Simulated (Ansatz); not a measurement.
SiB₂Mo₂:
```yaml
crystal:
  lattice:
    - [3.12723, 0.00000, 0.00000]
    - [-1.56362, 2.70826, 0.00000]
    - [0.00000, 0.00000, 6.62979]
  atoms:
    - { symbol: Mo, position: [0.33333, 0.66667, 0.72711] }
    - { symbol: Mo, position: [0.33333, 0.66667, 0.27289] }
    - { symbol: Si, position: [0.00000, 0.00000, 0.00000] }
    - { symbol: B, position: [0.00000, 0.00000, 0.50000] }
    - { symbol: B, position: [0.66667, 0.33333, 0.50000] }
```

Relaxed with PBE. Special points in fractions of this cell's reciprocal vectors: Γ (0.000, 0.000, 0.000); M (0.500, 0.000, 0.000); K (0.333, 0.333, 0.000); A (0.000, 0.000, 0.500); L (0.500, 0.000, 0.500); H (0.333, 0.333, 0.500).

Task: List the band energies nearest the Fermi level at these points for PBE in the plane-wave PAW code Ansatz.

Result: In eV from the Fermi level; about four levels below and three above (degenerate sets whole), none deeper than 8.9 eV; points with the same levels are listed once.

| k | below | above |
|---|---|---|
| Γ | -2.19 -2.19 -1.63 -1.63 -1.31 | 0.43 0.43 0.80 |
| M | -4.20 -2.38 -0.34 -0.17 | 1.32 1.45 1.74 |
| K | -4.11 -3.52 -3.36 -1.83 | 0.19 0.28 1.06 |
| A | -1.88 -1.88 -1.88 -1.88 -1.37 -0.24 -0.24 | 0.16 1.66 1.66 |
| L | -4.15 -3.97 -2.62 -1.66 | 0.65 1.38 1.71 |
| H | -4.13 -4.08 -4.08 -2.30 | 0.24 1.93 2.04 |

Space group P-6m2. The start of the workflow was typed in or built on a structure type; neither database checked (COD, Materials Project) lists it. Whether it is the stable phase at ambient conditions was not checked. Symmetry was held in the PBE relaxation; its stability against distortions is not shown here. No spin polarisation was allowed. Spin–orbit coupling is left out wherever it is not named.

Potentials: the earlier of the program's two PAW sets.
